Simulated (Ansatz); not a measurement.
Ca (fcc (Cu type), Fm-3m) under volume change, plane-wave PAW r²SCAN (Ansatz code), scaled uniformly.

```
V (Å³/atom)  E − E(relaxed) (meV/atom)     P (GPa)
-----------  -------------------------  ----------
39.243                            22.3        1.97
40.537                      (withheld)  (withheld)
41.831                             2.3        0.58
43.125                             0.0        0.00
44.418                      (withheld)  (withheld)
45.712                             8.0       -0.95
47.006                            17.3       -1.34
```

**Question.** Fill in the missing entries.

**Answer.** 
- 44.418, E − E(relaxed) (meV/atom): 2.1
- 44.418, P (GPa): -0.50
- 40.537, E − E(relaxed) (meV/atom): 9.5
- 40.537, P (GPa): 1.23

**Question.** What does a third-order Birch–Murnaghan fit give for V₀, B₀ and B′?

**Answer.** V₀ = 43.13 Å³/atom, B₀ = 17.9 GPa, B′ = 3.3.

The r²SCAN relaxation kept the symmetry of its start.

Potentials: the earlier of the program's two PAW sets.
